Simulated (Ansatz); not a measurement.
input.yaml (Ansatz)

```yaml
crystal:
  lattice:
    - [2.3364604785, 0.0, 0.0]
    - [0.0, 2.3364604785, 0.0]
    - [0.0, 0.0, 2.3364604785]
  atoms:
    - { symbol: Co, position: [0.0, 0.0, 0.0] }
hamiltonian:
  xc: pbesol
  pseudopotentials:
    kind: paw
    azcp:
      Co: "pseudopotentials/Co.paw.azcp"
basis:
  ecutwfc: 420
  fft_grid_basis: typed
kpoints:
  mp_grid: { grid: [16, 16, 16], shift: [0, 0, 0] }
magnetization:
  spin_polarized: false
scf:
  occupations: { method: fermi_dirac, width: 0.1 }
  lower_state_search: "off"
output:
  stress: true
```

Output

```
Warning: the record states the generating functional pbe (its physics header spells it `PBE`), which answers neither for hamiltonian.xc's functional nor for the pbesol family's — results may be inconsistent (PPs are generated against a specific XC)
Engine: ansatz 0.2.0, aarch64-unknown-linux-gnu
Pseudopotentials: kind: paw
Pseudopotential: Co, paw, valence charge 17, recommended cutoff 420 eV (normal) 
Functional definition: PBEsol
  exchange = pbesol_x
  correlation = pbesol_c
Crystal: 1 atoms, lattice volume = 12.755 Å³
Basis set: ecut = 420 eV, 251 PW (Γ)
Bands: 13, of which v1, the nominal top of the filled ones, is band 9 counted from 1 (8 counted from 0)
Symmetry: 48 space group operations
Space group: Pm-3m (ITA 221), of the structure as read, at distance tolerance 2.3e-5 Å
k-points: 165 of 4096
Non-local potential: Co, projectors of the file, l = 0: 3, l = 1: 2, l = 2: 3, l = 3: 1
PAW form: soft (Blöchl's): semilocal exchange-correlation on the pseudo side does not see the compensation charge
PAW frozen core: Co, regenerated for the run's functional, and the local potential with it (the file was generated under x = pbe(κ = 0.804, μ = 0.2195149727645171), c = pbe(β = 0.06672455060314922))
PAW one-centre angular grid: Co, 590 points (default); XC on 64 Gauss nodes
Initial density: superposition of atomic densities (neutral atoms: chi_scale 0, normalization atom), corrected by the library's trained network
Initial wavefunctions: pseudopotential atomic-orbital guess
Functional: x = pbesol(κ = 0.804, μ = 0.12345679012345678), c = pbesol(β = 0.046)
SCF iter   1: F=—  HF=-5091.885038 eV  |F-HF|=—  |Δ(HF+E_count)|=         —  Δρ=2.70e-2  dr2=5.16e-2  ethr=1.77e-3  ⟨swp⟩=5.1  Hψ=10816  notcnv=0
SCF iter   2: F=—  HF=-5091.877335 eV  |F-HF|=—  |Δ(HF+E_count)|=   7.70e-3  Δρ=1.20e-2  dr2=1.14e-2  ethr=3.03e-4  ⟨swp⟩=1.9  Hψ=3847  notcnv=0
SCF iter   3: F=—  HF=-5091.875364 eV  |F-HF|=—  |Δ(HF+E_count)|=   1.97e-3  Δρ=1.11e-3  dr2=1.18e-4  ethr=6.71e-5  ⟨swp⟩=1.3  Hψ=2283  notcnv=0
SCF iter   4: F=—  HF=-5091.875343 eV  |F-HF|=—  |Δ(HF+E_count)|=   2.12e-5  Δρ=1.26e-4  dr2=2.80e-7  ethr=6.92e-7  ⟨swp⟩=2.2  Hψ=3080  notcnv=0
SCF iter   5: F=—  HF=-5091.875346 eV  |F-HF|=—  |Δ(HF+E_count)|=   2.85e-6  Δρ=1.72e-5  dr2=5.96e-9  ethr=1.65e-9  ⟨swp⟩=2.1  Hψ=2993  notcnv=0
SCF iter   6: F=-5091.875346 eV  HF=-5091.875346 eV  |F-HF|=2.24e-10  |Δ(HF+E_count)|=   4.26e-9  Δρ=1.85e-6  dr2=1.49e-10  ethr=3.51e-11  ⟨swp⟩=2.0  Hψ=6719  notcnv=0
SCF 1 converged in 6 iterations: F = -5091.875346 eV  dr2 = 1.49e-10
SCF converged after 6 iterations
Free energy (F): -5091.875346 eV
Harris-Foulkes:  -5091.875346 eV  (|F-HF|=2.24e-10)
Internal energy: -5091.772479 eV  (E = F + TS)
E sigma→0 (E₀):  -5091.823912 eV
Entropy (-TS):   -0.102866 eV (-102.866 meV/atom)
Fermi energy:    15.026983 eV
--- Per-component energies (eV) ---
  E_band       = -298.400064
  E_kinetic    = 453.635529
  E_local      = -3156.299067  (includes V_loc(G=0)·N_el)
  E_nonlocal   = 458.841867
  E_hartree    = 1319.762915
  E_xc         = -156.334660
  E_vxc        = -202.638190  (∫ρ·V_xc dr)
  E_paw        = -1484.795424  (= ΣΔE_a)
  E_vpaw       = -491.465501  (= ΣTr[D̂ρ^β])
  E_aug_tail   = 0.000082  (compensation charges beyond the density's cutoff)
  E_ewald      = -2526.772141
  E_core_change = 0.188419  (= ΣΔE_core)
  E_smearing   = -0.102866  (= −TS)
  E_closure    = 0.000000  (closes the sum)
  Σ components = -5091.875346   (vs F -5091.875346, Δ=0.00e0)
--- Stress (GPa, compression-positive) ---
      -18.009874       0.000000       0.000000
        0.000000     -18.009874       0.000000
        0.000000       0.000000     -18.009874
  P = ⅓ Tr σ = -18.0099 GPa (-180.099 kbar)
```
